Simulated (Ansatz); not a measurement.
The relaxed structure here is a generated cell of TePb: the first start was made by placing the elements on the sites of a structure type, and the end was not matched to a known phase here, so it may be hypothetical. Known forms of TePb include space group No. 225.

One stationary structure of TePb. The numbers are results of PBEsol (plane waves to 420 eV, PAW, scalar-relativistic; Ansatz, an electronic-structure program), not measurements.

```
CELL_PARAMETERS angstrom
      2.23315    -3.86863     0.00000
      2.23315     3.86863     0.00000
      0.00000     0.00000     7.85575
ATOMIC_POSITIONS crystal
  Pb 0.50000 0.50000 0.00000
  Pb 0.50000 0.50000 0.50000
  Te 0.83324 0.16676 0.25000
  Te 0.16676 0.83324 0.75000
```

Find the space group and the Wyckoff positions (tolerance 0.01 Å).

Space group P6₃/mmc (No. 194); a = 4.467 Å, b = 4.467 Å, c = 7.856 Å, α = 90.00°, β = 90.00°, γ = 120.00°

```
atom  site  symmetry       x       y       z
----  ----  --------  ------  ------  ------
Pb      2a      -3m.  0.0000  0.0000  0.0000
Te      2c      -6m2  0.3333  0.6667  0.2500
```

This is the NiAs type.

Give the shortest distances between elements (the closest pairs, up to four, under 3.6 Å).

Pb–Te 3.24 Å.

Volume per atom: 33.93 Å³
Band gap: no gap on the sampled points, where the bands overlap only slightly; such a result is sensitive to mesh and level

No spin polarisation in the result. Spin-orbit coupling is missing; with elements this heavy it can move band edges by tenths of an eV or more.

The run could not lose the symmetry of its start: the end is stationary, and may be a saddle point rather than a minimum.
